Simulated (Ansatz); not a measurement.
Zr3Si:
```
CELL_PARAMETERS angstrom
      0.00000     3.41153     3.41153
      3.41153     0.00000     3.41153
      3.41153     3.41153     0.00000
ATOMIC_POSITIONS crystal
  Si 0.00000 0.00000 0.00000
  Zr 0.50000 0.50000 0.50000
  Zr 0.25000 0.25000 0.25000
  Zr 0.75000 0.75000 0.75000
```

Relaxed with PBE. Special points in fractions of this cell's reciprocal vectors: Γ (0.000, 0.000, 0.000); X (0.500, 0.000, 0.500); U (0.625, 0.250, 0.625); K (0.375, 0.375, 0.750); L (0.500, 0.500, 0.500); W (0.500, 0.250, 0.750).

List the band energies nearest the Fermi level at these points for the program Ansatz at the PBE level (PAW).

In eV from the Fermi level; about four levels below and three above (degenerate sets whole), none deeper than 8.9 eV; points with the same levels are listed once.

```json
[
 {"k": "Γ", "below": "-2.86 -2.86 -2.86 -2.47 -2.47", "above": "0.12 0.12 0.12"},
 {"k": "X", "below": "-1.69 -1.69 -0.61 -0.48 -0.48", "above": "0.93 1.82 1.82"},
 {"k": "U", "below": "-1.82 -0.85 -0.81 -0.04", "above": "0.17 1.04 1.10"},
 {"k": "L", "below": "-3.05 -3.05 -0.78 -0.66 -0.66", "above": "0.03 0.03 0.69"},
 {"k": "W", "below": "-1.84 -0.68 -0.68 -0.21", "above": "0.58 0.58 0.90"}
]
```

Space group Fm-3m. A made-up cell: these elements were put on the sites of a structure type; neither database checked (COD, Materials Project) lists it. Whether it is the stable phase at ambient conditions was not checked. The PBE relaxation kept the symmetry of its start; whether a distortion lowers the energy is not shown. The run is not spin-polarised. Scalar-relativistic: spin–orbit coupling is off unless named, which matters more the heavier the elements.

Potentials: the later of the program's two PAW sets.
